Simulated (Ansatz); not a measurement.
Hf2O3:
Space group P-4m2 (No. 115); a = b = 3.531 Å, c = 4.997 Å, α = β = γ = 90.00°

```json
[
 {"atom": "Hf", "site": "2g", "symmetry": "2mm.", "x": "0.0000", "y": "0.5000", "z": "0.2501"},
 {"atom": "O", "site": "1a", "symmetry": "-4m2", "x": "0.0000", "y": "0.0000", "z": "0.0000"},
 {"atom": "O", "site": "1b", "symmetry": "-4m2", "x": "0.5000", "y": "0.5000", "z": "0.0000"},
 {"atom": "O", "site": "1d", "symmetry": "-4m2", "x": "0.0000", "y": "0.0000", "z": "0.5000"}
]
```

This is the PBEsol-relaxed structure.

Problem. All from PBEsol (plane waves, PAW; program Ansatz), unless another level is named. Estimate the electronic character.

Solution. metallic (no gap).

Problem. Give the formation energy from the elements (no fitted shifts).

Solution. -281 kJ/mol of atoms.

Problem. Give the density of states at the Fermi level.

Solution. 0.07 states/eV per atom (mean over ±0.08 eV).

Problem. Predict the gap with spin–orbit coupling.

Solution. none (metallic).

The start of the workflow was typed in or built on a structure type; neither database checked (COD, Materials Project) lists it. Whether it is the stable phase at ambient conditions was not checked. The cell was relaxed with PBEsol under the symmetry of its start; whether a distortion lowers the energy is not shown. No spin polarisation was allowed. The references are the lowest solids computed at this level, not always the standard phases (solids in place of the gases). Scalar-relativistic: spin–orbit coupling is off unless named, which matters more the heavier the elements.

Potentials: the earlier of the program's two PAW sets. The files were generated under PBE; for other functionals the program regenerates the frozen cores, and for LDA and PBEsol the local potential too.
